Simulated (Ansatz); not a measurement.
**Computed properties of VBiO4**

VBiO4:
```
CELL_PARAMETERS angstrom
     -2.53150     2.53150     5.71529
      2.53150    -2.53150     5.71529
      2.53150     2.53150    -5.71529
ATOMIC_POSITIONS crystal
  V  0.50000 0.50000 0.00000
  V  0.25000 0.75000 0.50000
  Bi 0.00000 0.00000 0.00000
  Bi 0.75000 0.25000 0.50000
  O  0.17082 0.56091 0.89143
  O  0.31091 0.91949 0.89010
  O  0.66949 0.27939 0.10857
  O  0.02939 0.42082 0.10990
  O  0.57918 0.68909 0.60857
  O  0.43909 0.33051 0.60990
  O  0.08051 0.97061 0.39143
  O  0.72061 0.82918 0.39010
```

Space group I4_1/a (No. 88); conventional cell a = 5.063 Å, b = 5.063 Å, c = 11.431 Å, α = 90.00°, β = 90.00°, γ = 90.00°.

Method: plane-wave PAW LDA (Ansatz code). Structure relaxed to zero pressure with the same functional. Other levels are named where they apply.

**Cell and energy**

- Volume per atom = 12.21 Å³
- Density = 7.34 g/cm³
- Formation energy from the elements (no fitted shifts) = -2.06 eV/atom

**Electronic structure**

Band gap: 2.02 eV (indirect)
Valence-band maximum: on the Γ–X line, 70 % of the way from Γ
Conduction-band minimum: off the standard path, at k = (0.292, -0.292, 0.203) in fractions of the reciprocal vectors
Smallest direct gap on the standard path: 2.12 eV
Electron effective mass: 0.50, 1.2, 5.5 mₑ (principal values)
Hole effective mass: 0.57, 1.6, 3.6 mₑ (principal values)

**Mechanics**

* **Bulk modulus (Birch–Murnaghan fit)**: 147 GPa
* **Pressure derivative B′**: 4.4

**Dielectric response**

Electronic dielectric constant ε∞ (DFPT): 7.74 (xx = yy), 6.50 (zz)
Static dielectric constant ε0 (ions relaxed, cell fixed): 42.6 (xx = yy), 43.2 (zz)
Born charges (a third of the trace): V +5.10, Bi +5.82, O -2.73 e

**Phonons**

- Highest zone-centre frequency (without LO–TO term): 824 cm⁻¹
- Zone-centre stability: no imaginary mode at Γ
- Dynamical stability on the path: stable (no imaginary branch)
- Zero-point energy: 64.8 meV/atom
- Vibrational entropy at 300 K: 22.7 J/(K·mol of atoms)

The LDA relaxation kept the symmetry of its start. The run is not spin-polarised. No Hubbard U is applied. The references are the lowest solids computed at this level, not always the standard phases (solids in place of the gases). Scalar-relativistic: spin–orbit coupling is off unless named, which matters more the heavier the elements.

Potentials: the later of the program's two PAW sets.
